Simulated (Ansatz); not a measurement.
SnSe2 (CdI2 type)

```
CELL_PARAMETERS angstrom
      3.82584     0.00000     0.00000
     -1.91292     3.31327     0.00000
      0.00000     0.00000     6.23092
ATOMIC_POSITIONS crystal
  Sn 0.00000 0.00000 0.00000
  Se 0.33333 0.66667 0.25294
  Se 0.66667 0.33333 0.74706
```

The slice is a (-1 1 0 2) plane (indices of the conventional cell) through the point (0.333, 0.667, 0.253) (fractional), spanned by u = [110] and v = [1 -1 1] in vectors of this cell: u (3.83 Å) and v (9.10 Å, at 90° to u). It covers one period; positions are fractions (u, v).

Level of theory: r2SCAN+rVV10 (plane waves to 500 eV, PAW, scalar-relativistic; Ansatz, a quantum-chemistry and plane-wave program). k mesh 10×10×6. Near the nuclei the fields are pseudised (PAW); where an atom keeps semicore shells as valence, they peak there. SnSe2 was relaxed with its symmetry unable to fall.

Q: Sketch the electron localisation function (ELF) on this plane as a map.

A: 
| v \ u | 0.00 | 0.15 | 0.31 | 0.46 | 0.62 | 0.77 | 0.92 |
|---|---|---|---|---|---|---|---|
| 0.88 | 0.77 | 0.66 | 0.22 | 0.03 | 0.07 | 0.47 | 0.75 |
| 0.75 | 0.09 | 0.26 | 0.25 | 0.18 | 0.23 | 0.25 | 0.14 |
| 0.62 | 0.26 | 0.25 | 0.27 | 0.25 | 0.26 | 0.24 | 0.27 |
| 0.50 | 0.77 | 0.67 | 0.21 | 0.02 | 0.05 | 0.48 | 0.75 |
| 0.38 | 0.86 | 0.84 | 0.59 | 0.03 | 0.19 | 0.78 | 0.86 |
| 0.25 | 0.29 | 0.17 | 0.03 | 0.01 | 0.02 | 0.08 | 0.25 |
| 0.12 | 0.80 | 0.74 | 0.34 | 0.02 | 0.08 | 0.62 | 0.79 |
| 0.00 | x | 0.68 | 0.71 | 0.10 | 0.41 | 0.78 | x |

Values: electron localisation function (ELF). Points within 0.5 Å of a nucleus are blanked (x), as the pseudised field means little there.
